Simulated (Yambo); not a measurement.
## How GW settings move the gap: CaCd3O4

G0W0@PBEsol for CaCd3O4 (space group Cmmm, No. 65) in Yambo. Reference settings: 2×2×4 Γ-centred k mesh, bands 13 to 181 and a 7 Ry block in the screening, 181 bands in G with the Bruneval-Gonze terminator, plasmon pole fitted at 27.2 eV. The PBEsol gap Γ → Γ on this mesh is 0.17 eV; G0W0 gaps are taken between the same points.

```csv
change from the reference,G0W0 gap Γ → Γ (eV),shift of the valence edge (eV)
reference settings,1.04,-0.35
87 bands in G,1.08,-0.34
100 bands in W,1.26,-0.29
pole fitted at 15 eV,1.05,-0.30
```

The reference isn't shown to be the converged limit.

Spin-orbit splittings are left out.

Geometry of the Materials Project entry, not relaxed at this level; primitive cell a = 5.790 Å, b = 5.790 Å, c = 3.370 Å, α = 90.00°, β = 90.00°, γ = 109.69°.

The structure is a Materials Project entry; no match was found in the copy of COD used, and its stability was not checked.

A shift is the quasiparticle energy of the state minus its PBEsol energy.
